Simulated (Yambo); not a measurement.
Material: CaV$_{2}$O$_{6}$ (space group C2/m, No. 12); a = 5.346 Å, b = 5.346 Å, c = 7.138 Å, α = 103.19°, β = 103.19°, γ = 39.84° (9 atoms in the cell). The geometry is that of Materials Project entry mp-27624, symmetrised and not relaxed again.

With PBEsol (pw.x of Quantum ESPRESSO, ONCV potentials, scalar-relativistic), the gap between the mesh's edge points ((-0.5, -0.5, 0) → (-0.5, -0.5, 0)) is 2.758 eV.

Question: What does a G0W0 run in Yambo give for it (4×4×2 Γ-centred k mesh, bands 3 to 196 and a 7 Ry block in the screening, 196 bands in G with the Bruneval-Gonze terminator, plasmon pole fitted at 27.2 eV)?

Answer: The correction is 2.300 eV, giving 5.058 eV, 1.8 times the PBEsol value.  Convergence of the G0W0 settings was not tested. The 3d shell has no Hubbard U; the runs are without spin polarisation, and magnetic order was not tried.

The structure is a Materials Project entry; no match was found in the copy of COD used, and its stability was not checked.
